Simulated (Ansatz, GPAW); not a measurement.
Given: the input of a run of GPAW 26.7.0 (ASE script) on WF. The cell comes from a database or a generator and needn't be the stable form of this composition.

run.py

```python
from ase import Atoms
from ase.dft.bandgap import bandgap
from ase.io import write
from ase.units import GPa
from gpaw import GPAW, PW

atoms = Atoms(['W', 'F'],
              cell=[[1.36588981, 0.7885968495, 5.0696],
                    [-1.36588981, 0.7885968495, 5.0696],
                    [0.0, -1.577193699, 5.0696]],
              scaled_positions=[[0.81412, 0.81412, 0.81412],
                                [0.93712, 0.93712, 0.93712]],
              pbc=True)

calc = GPAW(mode=PW(800),
            xc='PBE',
            kpts={'size': (11, 11, 11), 'gamma': True},
            occupations={'name': 'fermi-dirac', 'width': 0.05},
            nbands=21,
            convergence={'density': 1e-05, 'energy': 1e-05},
            maxiter=150,
            txt='gpaw.txt')
atoms.calc = calc
energy = atoms.get_potential_energy()
forces = atoms.get_forces()
stress = atoms.get_stress()
calc.write('gs.gpw')
write('result.traj', atoms)
print(f'Energy: {energy:.6f} eV')
print('Forces (eV/A):')
print(forces.round(4))
print('Stress (GPa):', (stress / GPa).round(3))
print('Fermi level:', round(calc.get_fermi_level(), 4), 'eV')
print(f'Gap: {bandgap(calc)[0]:.4f} eV, direct: {bandgap(calc, direct=True)[0]:.4f} eV')
```

Potentials or basis: GPAW PAW data sets (gpaw-data 1.2.1), pw.

Run with:

```sh
$ OMP_NUM_THREADS=1 python run.py
```

Q: What does the same run look like in Ansatz 0.2.0? Potentials or basis there: Ansatz PAW (earlier soft set), cutoff 420 eV.

A: As run (cutoffs and basis follow the program's own potentials, and thresholds, step limits or extra output files can differ):

File input.yaml:

```yaml
crystal:
  lattice:
    - [1.36589, 0.7886, 5.0696]
    - [-1.36589, 0.7886, 5.0696]
    - [0.0, -1.57719, 5.0696]
  atoms:
    - { symbol: W, position: [0.81412, 0.81412, 0.81412] }
    - { symbol: F, position: [0.93712, 0.93712, 0.93712] }
hamiltonian:
  xc: pbe
  pseudopotentials: { kind: paw, azcp: { folder: soft_1 } }
kpoints:
  mp_grid: { grid: [11, 11, 11] }
scf:
  occupations: { method: fermi_dirac, width: 0.05 }
output:
  forces: true
  stress: true
  eigenvalues: true
```

Potentials or basis: Ansatz PAW soft_1.

Command:

```console
$ ansatz run input.yaml --threads 1 --pin off --max-ram 3584MiB --backend cpu --events-out ev --progress --plain --runs-dir out
```

Both were run:

|  | GPAW | Ansatz |
| --- | --- | --- |
| Pressure | -0.4 GPa | 0.5 GPa |

Ansatz's pressure holds a Pulay term of +0.24 GPa for its cutoff of 420 eV, which the other run lacks.

Where Ansatz's input types no cutoff or centring, it takes its own default and a Γ-centred mesh.

Pressure is positive in compression.
